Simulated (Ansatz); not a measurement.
Run on Hf (hcp type): DFT, PBE, all-electron LAPW, scalar-relativistic (Ansatz 0.2.0). This run: bulk in the slab's orientation.

The cell comes from a relaxation on PAW files under the same functional.

Command: `ansatz run input.yaml --threads 1 --pin off --max-ram 3584MiB --backend cpu --events-out ev --progress --plain --runs-dir out` It took 14 s on 1 thread of Intel(R) Xeon(R) 6975P-C (Granite Rapids) (shared host), peak memory 0.45 GiB.

```yaml
crystal:
  lattice:
    - [1.6016142156, -2.7740771955, 0.0]
    - [1.6016142156, 2.7740771956, 0.0]
    - [0.0, 0.0, 5.0729617538]
  atoms:
    - { symbol: Hf, position: [0.666666667, 0.333333333, 0.25] }
    - { symbol: Hf, position: [0.333333333, 0.666666667, 0.75] }
kpoints:
  mp_grid: { grid: [12, 12, 7] }
scf:
  occupations: { method: fermi_dirac, width: 0.1 }
hamiltonian:
  xc: pbe
  pseudopotentials: { kind: all_electron, lapw: { basis_error: 0.001 } }
output:
  forces: true
  stress: true
  eigenvalues: true
```

Output:

```
LAPW: plane waves up to 7.445 Å⁻¹, error target 1.0e-3 eV per atom; small_component_spin mean_spin; Hf in spheres of 1.570 Å, 36 of its electrons in bands, Dirac shells [] (how accurate: hamiltonian.pseudopotentials.lapw.basis_error, Limitations)
Engine: ansatz 0.2.0
Pseudopotentials: kind: all_electron
Pseudopotential: Hf, LAPW, valence charge 36, lapw/all_electron/scalar/gaussian/Hf, Koelling and Harmon's equation, gaussian nucleus
Functional definition: PBE
  parameter kappa = 0.804
  parameter beta = 0.06672455060314922
  exchange = pbe_x(kappa = kappa, mu = beta*pi^2/3)
  correlation = pbe_c(beta = beta)
Crystal: 2 atoms, lattice volume = 45.078 Å³
Basis set: ecut = 211.17427260358892 eV, 313 PW (Γ), exchange–correlation at level 2
Bands: 44, of which v1, the nominal top of the filled ones, is band 36 counted from 1 (35 counted from 0)
Symmetry: 24 space group operations
Space group: P63/mmc (ITA 194), of the structure as read, at distance tolerance 3.6e-5 Å
k-points: 76 of 1008
Non-local potential: Hf, projectors of the file, none
Initial density: superposition of atomic densities (chi_scale 0.1, normalization cell)
Initial wavefunctions: plane waves of lowest kinetic energy (no species holds an atomic orbital)
Functional: x = pbe(κ = 0.804, μ = 0.2195149727645171), c = pbe(β = 0.06672455060314922)
iter 1 solved again at ethr=3.01e-4 eV; its pass at ethr=1.00e-1 eV (dr2=2.17e-1 eV) is discarded
SCF iter   1: F=—  HF=-820500.748005 eV  |F-HF|=—  |Δ(HF+E_count)|=         —  Δρ=2.33e-2  dr2=2.17e-1  ethr=3.01e-4  ⟨swp⟩=2.5  Hψ=20709  notcnv=0
preconditioner: auto → Kerker (q_TF=auto, 2.950 Å⁻¹)  [metal: Δε(μ)=0.034 eV  Ē_g=17.917 eV  σ=0.100 eV  W_gap=0.08  n_scr=22 (ndim 8)  ℏωp=38.3 eV  f_vac=0.000  D(μ)=1.49/eV (n_scr^D=8)]
SCF iter   2: F=—  HF=-820500.565675 eV  |F-HF|=—  |Δ(HF+E_count)|=   1.82e-1  Δρ=1.44e-2  dr2=9.55e-2  ethr=3.01e-4  ⟨swp⟩=2.0  Hψ=10084  notcnv=0
SCF iter   3: F=—  HF=-820500.537754 eV  |F-HF|=—  |Δ(HF+E_count)|=   2.79e-2  Δρ=1.03e-2  dr2=5.15e-2  ethr=1.33e-4  ⟨swp⟩=2.0  Hψ=10033  notcnv=0
SCF iter   4: F=—  HF=-820500.517775 eV  |F-HF|=—  |Δ(HF+E_count)|=   2.00e-2  Δρ=5.58e-3  dr2=1.70e-2  ethr=7.15e-5  ⟨swp⟩=2.0  Hψ=9415  notcnv=0
iter 5 solved again at ethr=1.26e-6 eV; its pass at ethr=2.36e-5 eV (dr2=9.06e-4 eV) is discarded
SCF iter   5: F=—  HF=-820500.517237 eV  |F-HF|=—  |Δ(HF+E_count)|=         —  Δρ=1.24e-3  dr2=9.05e-4  ethr=1.26e-6  ⟨swp⟩=2.0  Hψ=16924  notcnv=0
the basis was enlarged: its passes take 268.6 KiB over the memory plan, 1 of 1 planned eigensolver slots
SCF iter   6: F=—  HF=-820500.517321 eV  |F-HF|=—  |Δ(HF+E_count)|=   8.35e-5  Δρ=3.73e-4  dr2=6.96e-5  ethr=1.26e-6  ⟨swp⟩=2.0  Hψ=10058  notcnv=0
SCF iter   7: F=—  HF=-820500.517320 eV  |F-HF|=—  |Δ(HF+E_count)|=   1.09e-6  Δρ=1.09e-4  dr2=7.32e-6  ethr=9.67e-8  ⟨swp⟩=2.0  Hψ=10058  notcnv=0
SCF iter   8: F=—  HF=-820500.517319 eV  |F-HF|=—  |Δ(HF+E_count)|=   9.87e-7  Δρ=2.76e-5  dr2=4.75e-7  ethr=1.02e-8  ⟨swp⟩=2.0  Hψ=10058  notcnv=0
SCF iter   9: F=-820500.517319 eV  HF=-820500.517319 eV  |F-HF|=1.50e-8  |Δ(HF+E_count)|=   5.70e-8  Δρ=1.05e-5  dr2=5.58e-8  ethr=6.60e-10  ⟨swp⟩=2.0  Hψ=10058  notcnv=0
SCF 1 converged in 9 iterations: F = -820500.517319 eV  dr2 = 5.58e-8
SCF converged after 9 iterations
Free energy (F): -820500.517319 eV
Harris-Foulkes:  -820500.517319 eV  (|F-HF|=1.50e-8)
Internal energy: -820500.460945 eV  (E = F + TS)
E sigma→0 (E₀):  -820500.489132 eV
Entropy (-TS):   -0.056374 eV (-28.187 meV/atom)
Fermi energy:    20.042644 eV
--- Per-component energies (eV) ---
  E_band       = -3546.282341
  E_kinetic    = 912958.094171
  E_xc         = -16830.168762
  E_electrostatic = -1716628.386354  (all electrons and nuclei)
  E_smearing   = -0.056374  (= −TS)
  E_closure    = 0.000000  (closes the sum)
  E_atoms      = -820485.842060  (free atoms, spherical and without spin; not in F)
  Σ components = -820500.517319   (vs F -820500.517319, Δ=0.00e0)
  Basis errors (estimates in eV, not in F): energy 2.2e-4 per atom: plane waves 1.9e-4 (9.8e-5 summed), levels above the bands 2.6e-35, relativity 6.3e-8, radial functions 3.6e-5, core shells 1.6e-7; eigenvalues (radial functions only) 8.2e-7; not estimated: angular momenta, meshes, grids; target (lapw.basis_error) 1.0e-3; muffin-tin radii Hf 1.570 Å
--- Forces (eV/Å), atoms counted from 1 ---
  atom   1  Hf    -0.00000000     0.00000000     0.00000000
  atom   2  Hf     0.00000000     0.00000000    -0.00000000
  max |Σ_I F_I| component: 3.70e-17 eV/Å
--- Stress (GPa, compression-positive) ---
        0.069945      -0.000000      -0.000000
       -0.000000       0.069945      -0.000000
       -0.000000      -0.000000       0.051725
  P = ⅓ Tr σ = 0.0639 GPa (0.639 kbar)
--- Band table (eV; the first three rows and the last of 76) ---
  k-point 0: bands = ["-181.3011", "-181.3011", "-181.3011", "-181.3011", "-181.2966", "-181.2965", "-181.2767", "-181.2767", "-181.2767", "-181.2767", "-41.8762", "-41.8076", "-10.9973", "-10.2789", "-10.2789", "-10.1541", "-10.1541", "-10.1506", "8.1556", "8.1841", "8.1876", "8.1876", "8.1903", "8.1903", "8.1908", "8.1996", "8.1996", "8.2092", "8.2276", "8.2276", "8.2639", "8.2674", "12.7050", "16.3636", "20.6599", "21.2290", "21.2290", "21.4990", "22.0405", "22.0405", "22.6871", "22.6871", "25.3583", "25.3583"]
  k-point 1: bands = ["-181.3011", "-181.3011", "-181.3011", "-181.3011", "-181.2966", "-181.2965", "-181.2767", "-181.2767", "-181.2767", "-181.2767", "-41.8728", "-41.8110", "-10.9579", "-10.2728", "-10.2728", "-10.1954", "-10.1604", "-10.1604", "8.1560", "8.1785", "8.1785", "8.1865", "8.1872", "8.1943", "8.1943", "8.2021", "8.2021", "8.2097", "8.2307", "8.2307", "8.2640", "8.2672", "12.8904", "16.2592", "20.4145", "21.1294", "21.1294", "21.3373", "21.8902", "21.8902", "22.9850", "22.9850", "25.4280", "25.4280"]
  k-point 2: bands = ["-181.3011", "-181.3011", "-181.3011", "-181.3011", "-181.2966", "-181.2966", "-181.2767", "-181.2767", "-181.2767", "-181.2767", "-41.8634", "-41.8205", "-10.8465", "-10.3192", "-10.2556", "-10.2556", "-10.1778", "-10.1778", "8.1580", "8.1724", "8.1724", "8.1791", "8.1843", "8.1843", "8.1925", "8.2089", "8.2155", "8.2155", "8.2343", "8.2343", "8.2645", "8.2667", "13.4209", "15.8596", "20.0566", "20.9191", "21.0134", "21.0134", "21.5595", "21.5595", "23.6632", "23.6632", "25.4417", "25.4417"]
  k-point 75: bands = ["-181.3011", "-181.3011", "-181.3011", "-181.3011", "-181.2965", "-181.2965", "-181.2767", "-181.2767", "-181.2767", "-181.2767", "-41.8027", "-41.8027", "-10.7963", "-10.7963", "-10.6302", "-10.5701", "-10.2920", "-10.2920", "8.1806", "8.1882", "8.1882", "8.1908", "8.1961", "8.1961", "8.2011", "8.2057", "8.2057", "8.2092", "8.2096", "8.2096", "8.2461", "8.2461", "18.3150", "18.3150", "18.5193", "18.6565", "19.8690", "19.8690", "22.3207", "22.9131", "25.1122", "25.1122", "28.0501", "28.0501"]
```

Next run, as changes to the input before:

```diff
   lattice:
-    - [1.6016142156, -2.7740771955, 0.0]
-    - [1.6016142156, 2.7740771956, 0.0]
-    - [0.0, 0.0, 5.0729617538]
+    - [3.2032284312, 0.0, 0.0]
+    - [-1.6016142156, 2.7740771955, 0.0]
+    - [0.0, 0.0, 16.0]
   atoms:
-    - { symbol: Hf, position: [0.666666667, 0.333333333, 0.25] }
-    - { symbol: Hf, position: [0.333333333, 0.666666667, 0.75] }
+    - { symbol: Hf, position: [0.0, 0.0, 0.5] }
 kpoints:
-  mp_grid: { grid: [12, 12, 7] }
+  mp_grid: { grid: [12, 12, 1] }
 scf:
   eigenvalues: true
+  populations: true
+  dos: { projected: true, de: 0.2, e_range: [-14, 8] }
+efield:
+  axis: 3
+  amplitude: 0
+  dipole_correction: true
```

Command: `ansatz run input.yaml --threads 1 --pin off --max-ram 3584MiB --backend cpu --events-out ev --progress --plain --runs-dir out` It took 7.1 s on 1 thread of Intel(R) Xeon(R) 6975P-C (Granite Rapids) (shared host), peak memory 0.39 GiB.

Results part of the output:

```
SCF 1 converged in 9 iterations: F = -410247.880287 eV  dr2 = 3.44e-8
SCF converged after 9 iterations
Free energy (F): -410247.880287 eV
Harris-Foulkes:  -410247.880287 eV  (|F-HF|=2.85e-9)
Internal energy: -410247.760105 eV  (E = F + TS)
E sigma→0 (E₀):  -410247.820196 eV
Entropy (-TS):   -0.120182 eV (-120.182 meV/atom)
Fermi energy:    -0.125080 eV
Dipole field:    D = 0.000000 V/Å  (p = 0.000000 e·Å, saw-weighted, corrected)
Work function:   Φ+ = 4.1481 eV   Φ− = 4.1481 eV
Levels:          The Fermi level and band energies are counted from a zero that moves with the ramp; work functions are not
--- Per-component energies (eV) ---
  E_band       = -2517.383189
  E_kinetic    = 456470.318904
  E_xc         = -8411.865643
  E_efield     = 0.000000  (sawtooth field / dipole correction)
  E_electrostatic = -858306.213366  (all electrons and nuclei)
  E_smearing   = -0.120182  (= −TS)
  E_closure    = 0.000000  (closes the sum)
  E_atoms      = -410242.921030  (free atoms, spherical and without spin; not in F)
  Σ components = -410247.880287   (vs F -410247.880287, Δ=0.00e0)
  Basis errors (estimates in eV, not in F): energy 4.2e-4 per atom: plane waves 3.8e-4 (2.4e-4 summed), levels above the bands 8.0e-18, relativity 7.1e-8, radial functions 3.7e-5, core shells 8.5e-8; eigenvalues (radial functions only) 1.2e-6; not estimated: angular momenta, meshes, grids; target (lapw.basis_error) 1.0e-3; muffin-tin radii Hf 1.602 Å
--- Forces (eV/Å), atoms counted from 1 ---
  atom   1  Hf     0.00000000     0.00000000     0.00000201
  max |Σ_I F_I| component: 2.01e-6 eV/Å
--- Stress (GPa, compression-positive) ---
       -3.480168       0.000000      -0.000000
        0.000000      -3.480168       0.000000
       -0.000000       0.000000       0.000482
  P = ⅓ Tr σ = -2.3200 GPa (-23.200 kbar)
--- Band table (eV; the first three rows and the last of 19) ---
  k-point 0: bands = ["-202.1979", "-202.1515", "-202.1515", "-202.1306", "-202.1306", "-62.6837", "-31.4995", "-30.9299", "-30.9299", "-12.7207", "-12.6693", "-12.6693", "-12.6367", "-12.6331", "-12.6331", "-12.5639", "-5.2492", "-0.1530", "0.1306", "1.3481", "1.3481", "3.6485"]
  k-point 1: bands = ["-202.1979", "-202.1515", "-202.1515", "-202.1306", "-202.1306", "-62.6815", "-31.4947", "-30.9663", "-30.9384", "-12.7194", "-12.6715", "-12.6697", "-12.6337", "-12.6333", "-12.6318", "-12.5676", "-5.0320", "-0.0459", "0.0962", "1.1310", "1.5387", "3.5292"]
  k-point 2: bands = ["-202.1979", "-202.1515", "-202.1515", "-202.1306", "-202.1306", "-62.6754", "-31.4817", "-31.0645", "-30.9614", "-12.7158", "-12.6773", "-12.6711", "-12.6339", "-12.6283", "-12.6253", "-12.5774", "-4.4178", "-0.0287", "0.2187", "0.6827", "2.0964", "3.4185"]
  k-point 18: bands = ["-202.1979", "-202.1515", "-202.1515", "-202.1306", "-202.1306", "-62.6462", "-31.4190", "-31.2961", "-31.2961", "-12.6971", "-12.6893", "-12.6893", "-12.6245", "-12.6245", "-12.6239", "-12.5828", "-0.1553", "-0.1553", "0.3818", "0.3818", "1.7640", "5.5224"]
--- Löwdin populations: 1 site ---
  site symbol       q [e]
     0     Hf     71.9088
  spilling = 0.001267 (of n_electrons = 72.000000)
```

Next run (no relativity), as changes to the input before:

```diff
   xc: pbe
-  pseudopotentials: { kind: all_electron, lapw: { basis_error: 0.001 } }
+  pseudopotentials:
+    kind: all_electron
+    lapw: { basis_error: 0.001 }
+    relativity: none
 output:
   eigenvalues: true
-  populations: true
-  dos: { projected: true, de: 0.2, e_range: [-14, 8] }
 efield:
```

Command: `ansatz run input.yaml --threads 1 --pin off --max-ram 3584MiB --backend cpu --events-out ev --progress --plain --runs-dir out` It took 6.6 s on 1 thread of Intel(R) Xeon(R) 6975P-C (Granite Rapids), on a shared host, peak memory 0.38 GiB.

Results part of the output:

```
SCF 1 converged in 9 iterations: F = -389807.828708 eV  dr2 = 7.14e-9
SCF converged after 9 iterations
Free energy (F): -389807.828708 eV
Harris-Foulkes:  -389807.828708 eV  (|F-HF|=1.48e-8)
Internal energy: -389807.727993 eV  (E = F + TS)
E sigma→0 (E₀):  -389807.778350 eV
Entropy (-TS):   -0.100715 eV (-100.715 meV/atom)
Fermi energy:    0.003447 eV
Dipole field:    D = 0.000001 V/Å  (p = 0.000001 e·Å, saw-weighted, corrected)
Work function:   Φ+ = 4.0277 eV   Φ− = 4.0277 eV
Levels:          The Fermi level and band energies are counted from a zero that moves with the ramp; work functions are not
--- Per-component energies (eV) ---
  E_band       = -2558.807342
  E_kinetic    = 389696.728578
  E_xc         = -7979.680551
  E_efield     = 0.000000  (sawtooth field / dipole correction)
  E_electrostatic = -771524.776020  (all electrons and nuclei)
  E_smearing   = -0.100715  (= −TS)
  E_closure    = 0.000000  (closes the sum)
  E_atoms      = -389802.348495  (free atoms, spherical and without spin; not in F)
  Σ components = -389807.828708   (vs F -389807.828708, Δ=0.00e0)
  Basis errors (estimates in eV, not in F): energy 4.2e-4 per atom: plane waves 3.8e-4 (2.4e-4 summed), levels above the bands 1.1e-16, relativity 0.0e0, radial functions 3.4e-5, core shells 2.4e-7; eigenvalues (radial functions only) 1.2e-6; not estimated: angular momenta, meshes, grids; target (lapw.basis_error) 1.0e-3; muffin-tin radii Hf 1.602 Å
--- Forces (eV/Å), atoms counted from 1 ---
  atom   1  Hf    -0.00000000     0.00000000    -0.00000706
  max |Σ_I F_I| component: 7.06e-6 eV/Å
--- Stress (GPa, compression-positive) ---
       -3.058266       0.000000      -0.000000
        0.000000      -3.058266       0.000000
       -0.000000       0.000000       0.000604
  P = ⅓ Tr σ = -2.0386 GPa (-20.386 kbar)
--- Band table (eV; the first three rows and the last of 19) ---
  k-point 0: bands = ["-203.4980", "-203.4659", "-203.4659", "-203.4625", "-203.4625", "-50.1345", "-28.4711", "-27.8386", "-27.8386", "-17.9388", "-17.9058", "-17.9058", "-17.8905", "-17.8792", "-17.8792", "-17.8506", "-3.6459", "-0.2056", "0.4840", "1.1916", "1.1916", "3.4766"]
  k-point 1: bands = ["-203.4980", "-203.4659", "-203.4659", "-203.4625", "-203.4625", "-50.1283", "-28.4644", "-27.8872", "-27.8498", "-17.9381", "-17.9070", "-17.9061", "-17.8888", "-17.8793", "-17.8785", "-17.8527", "-3.4355", "-0.1003", "0.4200", "0.9923", "1.3812", "3.3381"]
  k-point 2: bands = ["-203.4980", "-203.4659", "-203.4659", "-203.4625", "-203.4625", "-50.1115", "-28.4462", "-28.0182", "-27.8802", "-17.9361", "-17.9103", "-17.9070", "-17.8842", "-17.8794", "-17.8765", "-17.8581", "-2.8593", "0.1591", "0.2064", "0.6029", "1.9342", "3.2432"]
  k-point 18: bands = ["-203.4980", "-203.4659", "-203.4659", "-203.4625", "-203.4625", "-50.0300", "-28.3584", "-28.3261", "-28.3261", "-17.9261", "-17.9174", "-17.9174", "-17.8844", "-17.8740", "-17.8740", "-17.8620", "0.1496", "0.1496", "0.2978", "0.2978", "2.0713", "7.0207"]
```

Next run (no images along the normal), as changes to the input before:

```diff
+  periodic: [true, true, false]
 kpoints:
   xc: pbe
-  pseudopotentials:
-    kind: all_electron
-    lapw: { basis_error: 0.001 }
-    relativity: none
+  pseudopotentials: { kind: all_electron, lapw: { basis_error: 0.001 } }
 output:
   eigenvalues: true
-efield:
-  axis: 3
-  amplitude: 0
-  dipole_correction: true
```

Results part of the output:

```
Warning: crystal.periodic: the lattice vector that does not repeat stood 0.000° off the slab's normal, 16.000 Å along it as the deck builds it. The run solves the slab on a vector along the normal, 23.800 Å long, with every atom where it was (on the deck's vector they left 16.00 Å outside them, and the widest stretch free of ions among them is 0.00 Å). A fractional position that the run reports is
SCF 1 converged in 9 iterations: F = -410247.880282 eV  dr2 = 3.50e-8
SCF converged after 9 iterations
Free energy (F): -410247.880282 eV
Harris-Foulkes:  -410247.880282 eV  (|F-HF|=1.59e-8)
Internal energy: -410247.760100 eV  (E = F + TS)
E sigma→0 (E₀):  -410247.820191 eV
Entropy (-TS):   -0.120182 eV (-120.182 meV/atom)
Fermi energy:    -4.148232 eV
--- Per-component energies (eV) ---
  E_band       = -2662.216464
  E_kinetic    = 456470.317713
  E_xc         = -8411.865572
  E_electrostatic = -858306.212242  (all electrons and nuclei)
  E_smearing   = -0.120182  (= −TS)
  E_closure    = 0.000000  (closes the sum)
  E_atoms      = -410242.921030  (free atoms, spherical and without spin; not in F)
  Σ components = -410247.880282   (vs F -410247.880282, Δ=0.00e0)
  Basis errors (estimates in eV, not in F): energy 4.2e-4 per atom: plane waves 3.9e-4 (2.4e-4 summed), levels above the bands 9.9e-18, relativity 7.1e-8, radial functions 3.7e-5, core shells 8.4e-8; eigenvalues (radial functions only) 1.2e-6; not estimated: angular momenta, meshes, grids; target (lapw.basis_error) 1.0e-3; muffin-tin radii Hf 1.602 Å
--- Forces (eV/Å), atoms counted from 1 ---
  atom   1  Hf    -0.00000000    -0.00000000     0.00000000
  max |Σ_I F_I| component: 6.57e-32 eV/Å
--- 2D stress c σ (N/m, compression-positive) ---
       -5.568144       0.000000       0.000000
        0.000000      -5.568144       0.000000
        0.000000       0.000000       0.000000
  P = ½ c Tr σ = -5.5681 N/m
--- Band table (eV; the first three rows and the last of 19) ---
  k-point 0: bands = ["-206.2211", "-206.1746", "-206.1746", "-206.1537", "-206.1537", "-66.7069", "-35.5226", "-34.9531", "-34.9531", "-16.7439", "-16.6924", "-16.6924", "-16.6599", "-16.6563", "-16.6563", "-16.5871", "-9.2724", "-4.1761", "-3.8926", "-2.6751", "-2.6751", "-0.2981"]
  k-point 1: bands = ["-206.2211", "-206.1746", "-206.1746", "-206.1537", "-206.1537", "-66.7047", "-35.5179", "-34.9894", "-34.9616", "-16.7425", "-16.6946", "-16.6929", "-16.6568", "-16.6565", "-16.6550", "-16.5908", "-9.0551", "-4.0691", "-3.9270", "-2.8922", "-2.4844", "-0.5078"]
  k-point 2: bands = ["-206.2211", "-206.1746", "-206.1746", "-206.1537", "-206.1537", "-66.6986", "-35.5048", "-35.0877", "-34.9846", "-16.7389", "-16.7004", "-16.6942", "-16.6570", "-16.6514", "-16.6484", "-16.6005", "-8.4409", "-4.0519", "-3.8044", "-3.3405", "-1.9268", "-0.6118"]
  k-point 18: bands = ["-206.2211", "-206.1746", "-206.1746", "-206.1537", "-206.1537", "-66.6693", "-35.4421", "-35.3193", "-35.3193", "-16.7203", "-16.7124", "-16.7124", "-16.6476", "-16.6476", "-16.6470", "-16.6059", "-4.1784", "-4.1784", "-3.6413", "-3.6413", "-2.2592", "1.4992"]
  the weakly bound empty levels are not read free of the cell's end (augmented_plane_waves)
```
